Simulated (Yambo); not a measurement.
G0W0@LDA for NH₄Br (space group P-43m, No. 215) in Yambo. Reference settings: 4×4×4 Γ-centred k mesh, 141 bands and a 10 Ry block in the screening, 141 bands in G with the Bruneval-Gonze terminator, plasmon pole fitted at 27.2 eV. The LDA gap M → Γ on this mesh is 3.94 eV; G0W0 gaps are taken between the same points.

With and without the terminator, as bands are cut:

```tsv
bands in G (in W)	gap, terminator (eV)	gap, none (eV)	valence shift, terminator (eV)	valence shift, none (eV)
27 (27)	6.475	6.384	-1.181	-0.852
45 (45)	6.448	6.375	-1.362	-1.108
73 (73)	6.490	6.456	-1.504	-1.337
106 (106)	6.527	6.514	-1.587	-1.482
141 (141)	6.551	6.550	-1.637	-1.570
```

Over this range the gap spans 0.103 eV with the terminator and 0.175 eV without, the valence shift 0.456 eV and 0.718 eV. Neither column has reached its limit for certain.

Spin-orbit coupling is not included.

Geometry of the Materials Project entry, not relaxed at this level; primitive cell a = b = c = 4.000 Å, α = β = γ = 90.00°.

A shift is the quasiparticle energy of the state minus its LDA energy.
